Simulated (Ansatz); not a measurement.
# Levels of theory on ZrB (rocksalt start)

The compound was started in one structure type and brought to zero pressure at each level (plane-wave PAW code Ansatz, Gaussian smearing of 0.05 eV, scalar-relativistic unless SOC, spin–orbit coupling, is named).

Whether the compound forms in this structure isn't claimed.

The cell at PBE (neighbours within 15 % of each site's shortest distance, so a longer bond may be listed from one end only): It takes space group Fm-3m (No. 225, cubic). The conventional cell has a = 4.904 Å, b = 4.904 Å, c = 4.904 Å, α = 90.00°, β = 90.00°, γ = 90.00°. Zr (site symmetry m-3m) is surrounded by 6 B at 2.45 Å. B (site symmetry m-3m) has 6 Zr at 2.45 Å as nearest neighbours.

```csv
level,cutoff (eV),k-mesh,final group,a (Å),V (Å³/atom),gap (eV),B0 (GPa),E_f (eV/atom)
PBE,420,12×12×12,Fm-3m,4.904,14.75,metal,161,-0.39
r²SCAN,500,12×12×12,Fm-3m,4.911,14.81,metal,164,-0.45
```

Volumes against PBE: r²SCAN +0.4 %. The formation energy spans 0.06 eV/atom over the functionals (r²SCAN lowest, PBE highest); the spread holds the functional's effect on the elements as well as on the compound.

The PAW datasets are PBE ones. E_f is the formation energy from the elements run alike, at 0 K, without zero-point energy; it is good to about 0.01 eV/atom as a calculation.

All runs used the PAW datasets of the set soft_2.
